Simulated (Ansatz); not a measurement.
Input and command of a calculation in Ansatz (plane waves; scalar-relativistic PAW potentials unless the input names others):

```yaml
crystal:
  lattice:
    - [3.0854793228, 0.0, 0.0]
    - [0.0, 3.0854793228, 0.0]
    - [0.0, 0.0, 3.0854793228]
  atoms:
    - { symbol: Mg, position: [0.5, 0.5, 0.5] }
    - { symbol: Be, position: [0.0, 0.0, 0.0] }
basis:
  ecutwfc: 420
  ecutrho_ratio: 8
kpoints:
  mp_grid: { grid: [18, 18, 18] }
hamiltonian:
  xc: pbe
scf:
  occupations: { method: fermi_dirac, width: 0.025 }
  convergence: { dr2_threshold: 1.0e-06 }
output:
  forces: true
  eigenvalues: true
  stress: true
```

```bash
ansatz run input.yaml --threads 1 --pin off --max-ram 2560MiB --backend cpu --events-out ev --progress --plain --runs-dir out
```

Abridged log:
```
Warning: scf.convergence.dr2_threshold = 1e-6 eV is looser than this run's default, which is 1e-7 eV or tighter. The error in the forces grows as the threshold's square root, so leave the key out unless less accurate forces are enough
Warning: output.stress: scf.convergence.dr2_threshold = 1e-6 eV is looser than the 2e-10 eV advised for a printed stress (1e-10 eV for each atom of the cell: 2). ...
Pseudopotentials: kind: paw
Pseudopotential: Mg, paw, valence charge 10, recommended cutoff 420 eV (normal)
Pseudopotential: Be, paw, valence charge 2, recommended cutoff 420 eV (normal)
Functional definition: PBE
Crystal: 2 atoms, lattice volume = 29.374 Å³
Basis set: ecut = 420 eV, 587 PW (Γ), exchange–correlation on 60×60×60 points (8 copies of the dense FFT grid, shifted against one another)
Bands: 10, of which v1, the nominal top of the filled ones, is band 6 counted from 1 (5 counted from 0)
Symmetry: 48 space group operations
Space group: Pm-3m (ITA 221), of the structure as read, at distance tolerance 3.1e-5 Å
k-points: 220 of 5832
Initial density: superposition of atomic densities (neutral atoms: chi_scale 0, normalization atom), corrected by the library's trained network
Initial wavefunctions: pseudopotential atomic-orbital guess
Functional: x = pbe(κ = 0.804, μ = 0.21951497), c = pbe(β = 0.06672455)
SCF iter   1: F=—  HF=-2015.787736 eV  |F-HF|=—  |Δ(HF+E_count)|=         —  Δρ=1.50e-3  dr2=5.23e-4  ethr=1.77e-3  ⟨swp⟩=6.0  Hψ=14899  notcnv=0
SCF iter   2: F=—  HF=-2015.787612 eV  |F-HF|=—  |Δ(HF+E_count)|=   1.24e-4  Δρ=9.26e-4  dr2=2.36e-4  ethr=4.36e-6  ⟨swp⟩=2.0  Hψ=5304  notcnv=0  defer=13
SCF iter   3: F=—  HF=-2015.787615 eV  |F-HF|=—  |Δ(HF+E_count)|=   2.76e-6  Δρ=3.14e-4  dr2=1.36e-5  ethr=1.97e-6  ⟨swp⟩=2.1  Hψ=2693  notcnv=0  defer=13
SCF iter   4: F=-2015.787602 eV  HF=-2015.787603 eV  |F-HF|=1.10e-6  |Δ(HF+E_count)|=   1.24e-5  Δρ=7.65e-5  dr2=6.80e-7  ethr=1.13e-7  ⟨swp⟩=2.1  Hψ=3385  notcnv=0  defer=13
SCF iter   5: F=-2015.787602 eV  HF=-2015.787602 eV  |F-HF|=5.68e-8  |Δ(HF+E_count)|=   7.11e-7  Δρ=1.55e-5  dr2=2.49e-8  ethr=5.66e-9  ⟨swp⟩=2.1  Hψ=3422  notcnv=0  defer=13
SCF iter   6: F=-2015.787602 eV  HF=-2015.787602 eV  |F-HF|=6.50e-9  |Δ(HF+E_count)|=   3.24e-8  Δρ=5.32e-6  dr2=2.87e-9  ethr=2.08e-10  ⟨swp⟩=2.1  Hψ=6806  notcnv=0
the search or the solves at the SCF's close seem to have found levels that the self-consistency loop had missed (the run counts 1). By its estimate they hold under 1e-12 electrons; where the run keeps them, the occupations were computed again with them
SCF 1 converged in 6 iterations: F = -2015.787602 eV  dr2 = 2.87e-9
SCF converged after 6 iterations
Free energy (F): -2015.787602 eV
Harris-Foulkes:  -2015.787602 eV  (|F-HF|=6.50e-9)
Internal energy: -2015.786128 eV  (E = F + TS)
E sigma→0 (E₀):  -2015.786865 eV
Entropy (-TS):   -0.001474 eV (-0.737 meV/atom)
Fermi energy:    6.643155 eV
--- Forces (eV/Å), atoms counted from 1 ---
  atom   1  Mg     0.00000000     0.00000000     0.00000000
  atom   2  Be     0.00000000     0.00000000     0.00000000
--- Stress (GPa, compression-positive) ---
       -0.005665       0.000000       0.000000
        0.000000      -0.005665       0.000000
        0.000000       0.000000      -0.005665
  P = ⅓ Tr σ = -0.0057 GPa (-0.057 kbar)
```

Apart from outputs, empty bands and the relaxation, which only the reference makes, the input differs from a reference run on usual settings in basis.ecutrho_ratio: not typed → 8; scf.occupations.method: "gaussian" → "fermi_dirac"; scf.occupations.width: 0.1 → 0.025; scf.convergence.dr2_threshold: not typed → 1e-06. The reference, at the same geometry, ended its own course with pressure 0.00 GPa, largest force 0.000 eV/Å, no gap on the mesh. This run converged in 6 SCF iterations with an energy at zero smearing 0.04 meV/atom below the reference's, pressure -0.01 GPa, largest force 0.000 eV/Å, no gap on the mesh.

The run took 4.8 s on 1 thread of Arm Neoverse V1, on a shared host, peak memory 0.35 GiB.